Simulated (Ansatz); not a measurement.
**Response of TiC to small distortions**

```xyz
2
Lattice="0.0000 2.1640 2.1640 2.1640 0.0000 2.1640 2.1640 2.1640 0.0000" Properties=species:S:1:pos:R:3 pbc="T T T"
Ti    0.0000    0.0000    0.0000
C     2.1640    2.1640    2.1640
```

Atoms are numbered in the order listed.

The cell comes from COD entry 9012564, which wasn't checked; take it as a given geometry.

These are results of Ansatz 0.2.0, DFT, PBEsol, all-electron LAPW, scalar-relativistic, not measurements.

The runs use a Γ-centred 16×16×16 k mesh, Fermi–Dirac smearing of 0.03 eV, basis error target 1 meV/atom, no spin polarisation.

The unchanged cell is at -6.20 GPa.

In a metal, stresses and small energies carry noise from the k mesh.

x, y and z are the Cartesian axes of the cell as listed; fractional coordinates follow a strain, and an engineering shear is twice the off-diagonal strain component.

Q: With this change (equal xy, yz and zx engineering shear strains of -2 %), what becomes of the energy and stress?

A: Energy change +6 meV/atom; stress change (xx, yy, zz, yz, xz, xy) 0.09, 0.09, 0.09, 3.14, 3.14, 3.14 GPa, compression positive.

Q: With this change (equal xy, yz and zx engineering shear strains of +1 %), what becomes of the energy and stress?

A: Energy change +1 meV/atom; stress change (xx, yy, zz, yz, xz, xy) 0.02, 0.02, 0.02, -1.62, -1.62, -1.62 GPa, compression positive.

Q: With this change (equal xy, yz and zx engineering shear strains of +3 %), what becomes of the energy and stress?

A: Energy change +14 meV/atom; stress change (xx, yy, zz, yz, xz, xy) 0.20, 0.20, 0.20, -5.22, -5.22, -5.22 GPa, compression positive.

With equal xy, yz and zx engineering shear strains of -3 %: energy change +13 meV/atom; stress change (xx, yy, zz, yz, xz, xy) 0.20, 0.20, 0.20, 4.77, 4.77, 4.77 GPa, compression positive.

Q: With this change (equal xy, yz and zx engineering shear strains of -1 %), what becomes of the energy and stress?

A: Energy change +1 meV/atom; stress change (xx, yy, zz, yz, xz, xy) 0.02, 0.02, 0.02, 1.54, 1.54, 1.54 GPa, compression positive.

Q: With this change (equal xy, yz and zx engineering shear strains of +2 %), what becomes of the energy and stress?

A: Energy change +6 meV/atom; stress change (xx, yy, zz, yz, xz, xy) 0.09, 0.09, 0.09, -3.37, -3.37, -3.37 GPa, compression positive.
